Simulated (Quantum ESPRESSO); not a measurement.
```xyz
12
Lattice="5.7020 0.0000 0.0000 0.0000 5.7020 0.0000 0.0000 0.0000 5.7020" Properties=species:S:1:pos:R:3 pbc="T T T"
Ca    -0.0736    -0.0736     0.0736
Cl     1.4255     1.4255     4.2765
F      1.4255     4.2765     4.2765
Ca    -0.0736     2.9246     2.7774
F      1.4255     4.2765     1.4255
F      1.4255     1.4255     1.4255
Ca     2.9246    -0.0736     2.7774
F      4.2765     1.4255     1.4255
F      4.2765     4.2765     1.4255
Ca     2.9246     2.9246     0.0736
F      4.2765     4.2765     4.2765
F      4.2765     1.4255     4.2765
```
The cell was made here from a computed Materials Project entry: one of 8 F replaced by Cl, cell and atoms relaxed (PBE without dispersion, pw.x of a modified build of Quantum ESPRESSO, symmetry kept). The parent is CaF2 in Fm-3m. The swapped cell is a model, not a known phase. Stability against distortions was not tested.

A lattice sum over point charges, one formal value an element (Ca +2, F -1, Cl -1), with no Sternheimer factor, costs far less than a self-consistent run. Taken along the main axis of each site's self-consistent tensor, it gives:

```csv
site,"V along that axis, point charges (a.u.)"
"Ca (atoms 1, 4, 7, 10)",0.000
"F1 (atoms 3, 6, 12)",-0.012
"F2 (atoms 5, 8, 11)",0.014
```

**Question.** How do the values of the PAW reconstruction of the field gradient on a scalar-relativistic PBE ground state (Quantum ESPRESSO, JTH datasets) compare?

**Answer.** 
```
site  Vzz, PAW (a.u.)  PAW over point charges
----  ---------------  ----------------------
Ca             -0.145                       –
F1             -0.207                      17
F2              0.126                     9.0
```
  Cores are frozen. Against all-electron runs on small test molecules, this scheme's |Vzz| missed by −6 to +4 % (−29 % in KF) on F. Ca had no test against all-electron runs.
